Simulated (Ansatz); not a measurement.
Ansatz (an electronic-structure program) input:

Ansatz 0.2 input:
```yaml
crystal:
  lattice:
    - [4.9598951286, 0.0, 0.0]
    - [0.0, 4.9598951286, 0.0]
    - [0.0, 0.0, 2.8569245769]
  atoms:
    - { symbol: Ta, position: [0.0, 0.0, 0.5] }
    - { symbol: Ta, position: [0.5, 0.5, 0.0] }
    - { symbol: O, position: [0.7146906933, 0.2853093067, 0.5] }
    - { symbol: O, position: [0.2853093067, 0.7146906933, 0.5] }
    - { symbol: O, position: [0.2146906933, 0.2146906933, 0.0] }
    - { symbol: O, position: [0.7853093067, 0.7853093067, 0.0] }
kpoints:
  mp_grid: { grid: [8, 8, 14] }
hamiltonian:
  xc: r2scan
  pseudopotentials: { kind: paw }
scf:
  occupations: { method: gaussian, width: 0.05 }
checkpoint: { read: metal.run }
output: { bader: true, populations: true }
```

Output (shortened):

```
Pseudopotential: Ta, paw, valence charge 13
Pseudopotential: O, paw, valence charge 6
Functional definition: r2SCAN
Crystal: 6 atoms, lattice volume = 70.282 Å³
Basis set: ecut = 500 eV, 1775 PW (Γ), exchange–correlation on 160×160×96 points (64 copies of the dense FFT grid, shifted against one another)
Bands: 37, of which v1, the nominal top of the filled ones, is band 25 counted from 1 (24 counted from 0)
Symmetry: 16 space group operations
Space group: P42/mnm (ITA 136), of the structure as read, at distance tolerance 4.1e-5 Å
k-points: 120 of 896
Stability of the state it starts from, as read at its close in the unpolarized treatment …
iter 1 solved again at ethr=9.02e-9 eV; its pass at ethr=3.10e-3 eV (dr2=4.51e-6 eV) is discarded
SCF iter   1: F=—  HF=-22169.410703 eV  |F-HF|=—  |Δ(HF+E_count)|=         —  Δρ=4.33e-7  dr2=6.40e-11  dr2_τ=1.11e-11  ethr=9.02e-9  ⟨swp⟩=4.0  Hψ=33377  notcnv=0
preconditioner: auto → LDOS
SCF iter   2: F=-22169.410703 eV  HF=-22169.410703 eV  |F-HF|=1.82e-11  |Δ(HF+E_count)|=   8.22e-9  Δρ=3.09e-7  dr2=4.60e-11  dr2_τ=1.05e-11  ethr=1.00e-12  ⟨swp⟩=6.7  Hψ=14677  notcnv=0
SCF 1 converged in 2 iterations: F = -22169.410703 eV  dr2 = 4.60e-11
SCF converged after 2 iterations
Free energy (F): -22169.410703 eV
Harris-Foulkes:  -22169.410703 eV  (|F-HF|=1.82e-11)
Internal energy: -22169.408328 eV  (E = F + TS)
E sigma→0 (E₀):  -22169.409516 eV
Entropy (-TS):   -0.002375 eV (-0.396 meV/atom)
Fermi energy:    13.820199 eV
--- Per-component energies (eV) ---
  E_band       = -380.605377
  E_kinetic    = 1440.456665
  E_local      = -2836.624070  (includes V_loc(G=0)·N_el)
  E_nonlocal   = 218.334375
  E_hartree    = 1001.676019
  E_xc         = -702.207036
  E_vxc        = -865.484468  (∫ρ·V_xc dr)
  E_paw        = -17486.844113  (= ΣΔE_a)
  E_vpaw       = -389.643954  (= ΣTr[D̂ρ^β])
  E_aug_tail   = 0.004185  (compensation charges beyond the density's cutoff)
  E_vtau       = 48.999941  (kinetic-family band-sum trace: ∫τ·v_τ [+ j·A + Jᵃ·Aᵃ] dr)
  E_ewald      = -3802.564029
  E_core_change = -1.640324  (= ΣΔE_core)
  E_smearing   = -0.002375  (= −TS)
  E_closure    =  0.000000  (closes the sum)
  Σ components = -22169.410703   (vs F -22169.410703, Δ=0.00e0)
  [band-id]    e_kinetic+e_local+e_nonlocal+2·e_hartree+e_vxc+e_vpaw+e_augmentation_tail+e_vtau = -380.605289   (vs E_band -380.605377, Δ=8.77e-5)
--- Band table (eV; the first three rows and the last of 120) ---
  k-point 0: bands = ["-57.9763", "-57.9704", "-24.1188", "-24.1188", "-23.7989", "-23.7989", "-23.4118", "-23.3804", "-8.8806", "-8.0399", "-6.9878", "-6.9878", "3.8636", "4.2622", "5.0852", "7.2064", "7.2064", "7.6632", "7.6632", "8.8771", "9.3465", …
  k-point 1: bands = ["-57.9734", "-57.9676", "-24.1123", "-24.1123", "-23.7910", "-23.7910", "-23.4630", "-23.4330", "-8.8187", "-7.9969", "-7.0167", "-7.0167", "3.9846", "4.3533", "5.1516", "6.8908", "6.8908", "7.9517", "7.9517", "8.6212", "9.2773", …
  k-point 2: bands = ["-57.9652", "-57.9599", "-24.0942", "-24.0942", "-23.7684", "-23.7684", "-23.6041", "-23.5778", "-8.6442", "-7.8786", "-7.0985", "-7.0985", "4.3229", "4.6029", "5.3489", "6.4721", "6.4721", "8.0095", "8.2961", "8.2961", "8.7138", …
  k-point 119: bands = ["-57.9155", "-57.9155", "-24.3684", "-24.3684", "-23.9952", "-23.9952", "-23.6267", "-23.6267", "-7.6487", "-7.6487", "-7.3491", "-7.3491", "5.4812", "5.4812", "5.6252", "5.6252", "6.4159", "6.4159", "6.7012", "6.7012", "8.6795", …
--- Löwdin populations: 6 sites ---
  site symbol       q [e]
     0     Ta     11.4928
     1     Ta     11.4928
     2      O      6.7018
     3      O      6.7018
     4      O      6.7018
     5      O      6.7018
  spilling = 0.004144 (of n_electrons = 50.000000)
--- Bader charges: 6 sites ---
  site symbol  charge [e]  shift [e]
     0     Ta      2.5910     0.0042
     1     Ta      2.5910     0.0042
     2      O     -1.2955     0.0021
     3      O     -1.2955     0.0021
     4      O     -1.2955     0.0021
     5      O     -1.2955     0.0021
  shift: an alarm, by how much a part of what the PAW files miss would move the charge. Where it is large, compare
  with a run on PAW files of another source; a small one proves nothing
  estimated error of the sums over rays = 4.7e-4 e
```

Cost: roughly 60 core-seconds on shared cores.

Space group P4_2/mnm (rutile). The workflow started from a Materials Project entry (that database holds measured and hypothetical structures alike); the Crystallography Open Database copy checked does not list it. Its standing as an ambient phase is unchecked. The cell was relaxed with r²SCAN under the symmetry of its start; of distortions, only those at the zone centre were tested. The run is not spin-polarised. Spin–orbit coupling is left out wherever it is not named.

Potentials: the later of the program's two PAW sets.

Ansatz is a plane-wave DFT program.
